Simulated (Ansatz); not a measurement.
Starting cell, LiNbO3 (space group R-3c):

```yaml
crystal:
  lattice:
    - [2.56213, 1.47925, 4.51823]
    - [-2.56213, 1.47925, 4.51823]
    - [0.00000, -2.95850, 4.51823]
  atoms:
    - { symbol: Li, position: [0.75000, 0.75000, 0.75000] }
    - { symbol: Li, position: [0.25000, 0.25000, 0.25000] }
    - { symbol: Nb, position: [0.00000, 0.00000, 0.00000] }
    - { symbol: Nb, position: [0.50000, 0.50000, 0.50000] }
    - { symbol: O, position: [0.62539, 0.87461, 0.25000] }
    - { symbol: O, position: [0.37461, 0.12539, 0.75000] }
    - { symbol: O, position: [0.25000, 0.62539, 0.87461] }
    - { symbol: O, position: [0.75000, 0.37461, 0.12539] }
    - { symbol: O, position: [0.87461, 0.25000, 0.62539] }
    - { symbol: O, position: [0.12539, 0.75000, 0.37461] }
```

The atoms are displaced by Q × the pattern below (from a DFPT mode at Γ, largest move 1; Q in Å), at fixed cell.

```
atom       x       y       z
----  ------  ------  ------
Li1    0.000   0.000   1.000
Li2    0.000   0.000   1.000
Nb3    0.000   0.000   0.124
Nb4    0.000   0.000   0.124
O5     0.000   0.070  -0.386
O6     0.000   0.070  -0.386
O7    -0.061  -0.035  -0.386
O8    -0.061  -0.035  -0.386
O9     0.061  -0.035  -0.386
O10    0.061  -0.035  -0.386
```

All values below come from LDA (plane waves to 420 eV, PAW, scalar-relativistic; Ansatz, an electronic-structure program). k mesh 8×8×8 (Γ-centred), fixed occupations. Stress and pressure are positive under compression. ΔP is the change of the Berry-phase polarisation from Q = 0 along (0.00, 0.00, 1.00), followed continuously along the path (the polarisation itself is defined only modulo the quanta m·e·R/Ω, the smallest being 84 μC/cm² here with m = 1); the crystal is taken as insulating throughout (fixed occupations). LiNbO3 is run without spin polarisation. LiNbO3 was relaxed with its symmetry unable to fall. This is one of several known forms of LiNbO3; the measured ambient cells at hand have space group No. 161. The zero of ΔE is the undisplaced structure.

```tsv
Q (Å)	ΔE (meV/cell)	−dE/dQ from forces (eV/Å)	ΔP (μC/cm²)	P (GPa)
-0.660	-43.4	2.018	-101.1	3.12
-0.550	-190.3	0.725	-86.9	1.58
-0.440	-217.9	-0.156	-71.7	0.64
-0.330	-170.9	-0.631	-55.4	0.17
-0.220	-93.4	-0.714	-37.9	0.00
-0.110	-26.3	-0.459	-19.3	-0.01
0.000	0.0	0.000	0.0	0.00
0.110	-26.3	0.459	19.3	-0.01
0.220	-93.4	0.714	37.9	0.00
0.330	-170.9	0.631	55.4	0.17
0.440	-217.9	0.156	71.7	0.64
0.550	-190.3	-0.725	86.9	1.58
0.660	-43.4	-2.018	101.1	3.12
```

Key numbers:

```
Quantity                                                                                                                        Result
------------------------------------------------------------  ------------------------------------------------------------------------
Energy at Q = 0.660 Å                                                                                                   -43.4 meV/cell
Space group of the distorted cell                                                                     R3c (No. 161), lowered from R-3c
Symmetry of the curve                                                                                    even: the same for both signs
Shape of the curve                                            a double well: the undisplaced structure is a maximum between two minima
Position of the deepest minimum (fit)                                                                                 0.46 Å from zero
Depth of the well (fit)                                                                                219.6 meV/cell, cell held fixed
Polarisation at the well's bottom, from the undistorted cell                        75 μC/cm² (Berry phase, along the path, cell held)
Harmonic wavenumber from the curvature (finite differences)                                                                  197i cm⁻¹
Wavenumber by perturbation theory (DFPT, on another k mesh)                                                                  197i cm⁻¹
```

The 13 points together took very roughly 22 core-minutes.

(For displaced atoms, the force is minus the slope of the energy, and its curvature is a force constant, which sets phonon frequencies.)
